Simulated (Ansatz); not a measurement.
# SiO2 with Cl replacing O: gradients before and after relaxing the atoms

Start: a supercell of SiO2 (cristobalite type, P4_12_12) built from an entry of the Crystallography Open Database (COD), with all atoms left at the host's positions.

```xyz
24
Lattice="0.0000 4.9820 6.9630 4.9820 0.0000 6.9630 4.9820 4.9820 0.0000" Properties=species:S:1:pos:R:3 pbc="T T T"
Si    1.4895    1.4895    0.0000
Si    6.4715    6.4715    6.9630
Si    5.9835    3.9805    8.7037
Si    5.9835    8.9625    8.7037
Si    3.4925    3.4925    3.4815
Si    8.4745    8.4745   10.4445
Si    3.9805    1.0015    5.2222
Si    3.9805    5.9835    5.2223
Cl    1.1951    0.5155    1.2403
O     6.1771    5.4975    8.2033
O     1.9755    3.6861    2.9811
O     6.9575    8.6681    9.9441
O     3.7869    4.4665    4.7218
O     8.7689    9.4485   11.6848
O     7.9885    6.2779    6.4626
O     3.0065    6.2779    6.4626
O     3.6861    1.9755    3.9819
O     8.6681    6.9575   10.9449
O     4.4665    3.7869    2.2412
O     4.4665    3.7869    9.2042
O     6.2779    3.0065    7.4634
O     6.2779    7.9885    7.4634
O     5.4975    6.1771    5.7227
O     5.4975    6.1771   12.6857
```

Atom numbers follow the list; atoms alike are taken as one site, whose name carries the number of the first.

Level of theory: DFT, PBE, plane waves and PAW, scalar-relativistic, 420 eV cutoff, Γ-centred 3×3×3 k-points, Fermi–Dirac smearing 0.01 eV, cell charge +1 (Ansatz 0.2.0).

The largest force at the start is 27 eV/Å. Relaxing the ions at fixed cell moves them by 0.571 Å at most (atom 9, Cl) and 0.234 Å rms. End positions:

```
CELL_PARAMETERS angstrom
0.00000 4.98200 6.96300
4.98200 0.00000 6.96300
4.98200 4.98200 0.00000
ATOMIC_POSITIONS crystal
Si 0.00896 0.95700 0.35349
Si 0.49669 0.50395 0.80521
Si 0.44343 0.80270 0.38447
Si 0.90539 0.36145 0.83185
Si 0.25648 0.24850 0.42899
Si 0.73377 0.76297 0.94945
Si 0.07268 0.67989 0.11228
Si 0.55772 0.18313 0.63462
Cl 0.08291 0.16218 0.08611
O 0.55601 0.64064 0.58715
O 0.39392 0.03065 0.34637
O 0.86811 0.57637 0.81387
O 0.40610 0.27591 0.47767
O 0.89571 0.78554 0.98016
O 0.28400 0.66226 0.95706
O 0.79684 0.11476 0.50030
O 0.12830 0.44939 0.24930
O 0.56931 0.98100 0.80705
O 0.07879 0.24263 0.63986
O 0.60256 0.70327 0.17293
O 0.22444 0.82297 0.43531
O 0.70442 0.35434 0.91704
O 0.45877 0.36212 0.75960
O 0.97469 0.83639 0.26986
```

```json
{"site": "Si1", "atom": "1", "moved (Å)": "0.399", "first shell before": "1 Cl at 1.60 Å, 3 O at 1.60–1.61 Å", "first shell after": "3 O at 1.59–1.61 Å, 1 Cl at 2.19 Å", "V_zz before (10²¹ V/m²)": "-1.92", "η before": "0.14"}
{"site": "Si3", "atom": "3", "moved (Å)": "0.162", "first shell before": "4 O at 1.60–1.61 Å", "first shell after": "4 O at 1.62–1.66 Å", "V_zz before (10²¹ V/m²)": "0.49", "η before": "0.83"}
{"site": "Si4", "atom": "4", "moved (Å)": "0.331", "first shell before": "3 O at 1.60–1.61 Å, 1 Cl at 1.61 Å", "first shell after": "3 O at 1.60–1.61 Å, 1 Cl at 2.17 Å", "V_zz before (10²¹ V/m²)": "-2.19", "η before": "0.13"}
{"site": "Si5", "atom": "5", "moved (Å)": "0.145", "first shell before": "4 O at 1.60–1.61 Å", "first shell after": "4 O at 1.62–1.64 Å", "V_zz before (10²¹ V/m²)": "0.58", "η before": "0.57"}
{"site": "Si7", "atom": "7", "moved (Å)": "0.089", "first shell before": "4 O at 1.60–1.61 Å", "first shell after": "4 O at 1.62–1.64 Å", "V_zz before (10²¹ V/m²)": "-0.34", "η before": "0.84"}
{"site": "Si8", "atom": "8", "moved (Å)": "0.121", "first shell before": "4 O at 1.60–1.61 Å", "first shell after": "4 O at 1.62–1.64 Å", "V_zz before (10²¹ V/m²)": "0.56", "η before": "0.85"}
{"site": "Cl", "atom": "9", "moved (Å)": "0.571", "first shell before": "2 Si at 1.60–1.61 Å, angle 147°", "first shell after": "2 Si at 2.17–2.19 Å, angle 121°", "V_zz before (10²¹ V/m²)": "4.99", "η before": "0.10"}
{"site": "O10", "atom": "10", "moved (Å)": "0.244", "first shell before": "2 Si at 1.60–1.61 Å, angle 147°", "first shell after": "2 Si at 1.62–1.63 Å, angle 133°", "V_zz before (10²¹ V/m²)": "9.24", "η before": "0.15"}
{"site": "O21", "atom": "21", "moved (Å)": "0.328", "first shell before": "2 Si at 1.60–1.61 Å, angle 147°", "first shell after": "2 Si at 1.61–1.66 Å, angle 143°", "V_zz before (10²¹ V/m²)": "8.49", "η before": "0.34"}
{"site": "O22", "atom": "22", "moved (Å)": "0.140", "first shell before": "2 Si at 1.60–1.61 Å, angle 147°", "first shell after": "2 Si at 1.61–1.65 Å, angle 126°", "V_zz before (10²¹ V/m²)": "9.28", "η before": "0.10"}
{"site": "O24", "atom": "24", "moved (Å)": "0.080", "first shell before": "2 Si at 1.60–1.61 Å, angle 147°", "first shell after": "2 Si at 1.59–1.64 Å, angle 147°", "V_zz before (10²¹ V/m²)": "8.81", "η before": "0.21"}
```

(1) What are V_zz and η after the relaxation?

Answers

(1) 

```csv
site,atom,V_zz after,η after,change of V_zz
Si1,1,7.38,0.12,+9.30
Si3,3,1.52,0.60,+1.03
Si4,4,7.31,0.09,+9.50
Si5,5,1.21,0.42,+0.63
Si7,7,1.07,0.90,–
Si8,8,1.28,0.52,+0.72
Cl,9,17.81,0.94,+12.82
O10,10,8.44,0.43,-0.80
O21,21,9.83,0.29,+1.34
O22,22,8.87,0.46,-0.41
O24,24,9.80,0.14,+0.99
```

The largest change of V_zz along a kept axis is on Cl, from 4.99 to 17.81. Small gradients that grow severalfold: Si3 (0.49 to 1.52), Si7 (-0.34 to 1.07). Where |V_zz| stays above 0.1 and the axes keep their order, η moves most on O22, from 0.10 to 0.46. On Cl, Si4, Si1 V_xx and V_yy change places (or their axes turn by over 50°), so the two values of η hide a larger change. V_zz changes sign on Si4 (axis turned by 13°), Si1 (same axis). On Si7 the largest principal value lies along another axis in the second run, so the two V_zz can't be compared directly. The table leaves out 13 of the 24 sites, with |V_zz| up to 9.86; their tensors move by 3.06 at most along any direction. The statements above cover all sites. The host's own positions weren't relaxed first, so part of the change far from the defect can be the host's relaxation.

The defect repeats with the cell of 24 atoms, so it feels its images: sites between two images don't show the values beside a lone defect, and zeros or small values of η there can come from the images' arrangement. O and Si carry a gradient in the pure host already, so the values there aren't the defect's effect alone. A uniform background compensates the cell's charge.
Before: The cell keeps the host's lattice, where the PBE pressure is 19 GPa (in a charged cell this depends on the convention for the mean potential). The neighbours have not yet relaxed around the defect (largest force 27 eV/Å), so the values at and beside it are those of a strained start, not of the defect in a real crystal.
